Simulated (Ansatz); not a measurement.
The cell below belongs to a search over invented structures; it isn't taken from experiment.

Input and command of a plane-wave DFT calculation in Ansatz:

```yaml
crystal:
  lattice:
    - [4.01600858, 0.0, 0.0]
    - [-2.00800429, 3.47796545, 0.0]
    - [0.0, 0.0, 7.94285372]
  atoms:
    - { symbol: Mg, position: [0.33333333, 0.66666667, 0.5] }
    - { symbol: Mg, position: [0.0, 0.0, 0.0] }
    - { symbol: Ti, position: [0.33333333, 0.66666667, 0.0], spin: 1.0 }
    - { symbol: Ti, position: [0.0, 0.0, 0.5], spin: 1.0 }
    - { symbol: Ti, position: [0.66666667, 0.33333333, 0.5], spin: 1.0 }
    - { symbol: O, position: [0.66666667, 0.33333333, 0.0] }
    - { symbol: O, position: [0.33333333, 0.66666667, 0.22560327] }
    - { symbol: O, position: [0.33333333, 0.66666667, 0.77439673] }
basis:
  ecutwfc: 420
kpoints:
  mp_grid: { grid: [5, 5, 2] }
hamiltonian:
  xc: pbe
scf:
  occupations: { method: gaussian, width: 0.2 }
  lower_state_search: "off"
output:
  forces: true
  stress: true
  eigenvalues: true
  populations: true
magnetization:
  spin_polarized: true
relax:
  adjacent_minimum: "off"
  f_tol: 0.08
  max_steps: 16
  cell: { stress_tol: 0.8 }
```

```bash
ansatz run input.yaml --threads 1 --pin off --max-ram 2560MiB --backend cpu --events-out ev --progress --plain --runs-dir out
```

Processor: Intel(R) Xeon(R) 6975P-C (Granite Rapids), 1 thread, on a host shared with other jobs.

Q: How long does it run, and how much memory does it take?

A: About 110 s, peak memory 0.48 GiB. It solves 47 bands at 10 k points (after reduction by symmetry) with about 2923 plane waves (on the last cell), in 164 SCF iterations over 11 ionic steps.
